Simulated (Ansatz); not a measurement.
**Zr4H: stable or not**

It was reached by relaxing an invented guess, and it needn't be the stable form of this composition.

Theory: DFT PBE, scalar-relativistic, plane waves, PAW (Ansatz 0.2.0). Plane waves to 420 eV, an 8×8×8 mesh through Γ for the 5-atom cell and 0.10 eV Gaussian smearing; no spin polarisation.

```
CELL_PARAMETERS angstrom
4.54873 0.00000 0.00000
0.00000 4.54873 0.00000
0.00000 0.00000 4.54873
ATOMIC_POSITIONS crystal
Zr 0.00000 0.50000 0.50000
Zr 0.50000 0.50000 0.00000
Zr 0.50000 0.00000 0.50000
Zr 0.00000 0.00000 0.00000
H 0.50000 0.50000 0.50000
```

Formation energies are uncorrected and refer to the elements' standard structures at the same level (H₂ as a molecule).

Question: These tests were run: energy against the elements; phonons on a 2×2×2 q mesh; elastic tensor. What do they show?

Answer:

```csv
test,result
energy against the elements,−0.10 eV/atom
phonons on a 2×2×2 q mesh,no imaginary mode on the mesh
elastic tensor,least eigenvalue 7 GPa
```

It fails none of these tests outright. Whether a mixture of other phases lies lower isn't tested here. Undecided: elastic tensor (its constants aren't firm against mesh and strain step).

With hydrogen, zero-point motion can shift formation energies by some tens of meV/atom. The run for the phonons used an 8×8×8 k mesh and Fermi–Dirac smearing of 0.15 eV. The run for the elastic tensor used an 8×8×8 k mesh and Fermi–Dirac smearing of 0.15 eV.
